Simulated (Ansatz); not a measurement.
Cu Kα1 powder pattern (kinematic, no thermal factors).
```
2θ (°)  relative intensity  assignment
 14.42                   2       1 1 1
 16.67                 100       2 0 0
 23.66                  15       2 2 0
 33.70                  25       4 0 0
 37.82                  24       4 2 0
 41.59                   2       4 2 2
 48.40                  10       4 4 0
 51.55                  11       6 0 0
 54.56                   8       6 2 0
 57.46                   1       6 2 2
 60.28                   2       4 4 4
 63.01                   8       6 4 0
 65.68                   5       6 4 2
 70.87                   1       8 0 0
 73.40                   4       8 2 0
 75.89                   2       6 6 0
 78.36                   2       6 6 2
 80.81                   2       8 4 0
 85.66                   2       6 6 4
```

The pattern is computed from a structure relaxed with DFT PBE, scalar-relativistic, plane waves, PAW (Ansatz 0.2.0). Collinear spin, ending at 2.0 μB a primitive cell. Its elements are C, Mn, N, Sc.

**Question.** Give the structure.

**Answer.** ScMnC6N6.
Space group Fm-3m (No. 225). a = 10.629 Å, b = 10.629 Å, c = 10.629 Å, α = 90.00°, β = 90.00°, γ = 90.00°
```tsv
atom	site	symmetry	x	y	z
Sc	4b	m-3m	0.5000	0.0000	0.0000
Mn	4a	m-3m	0.0000	0.0000	0.0000
C	24e	4m.m	0.1836	0.0000	0.0000
N	24e	4m.m	0.2937	0.0000	0.0000
```

A pattern alone doesn't exclude other cells with like lines; this is the one computed.

The cell was found from a structure generator's guess, not taken from experiment.
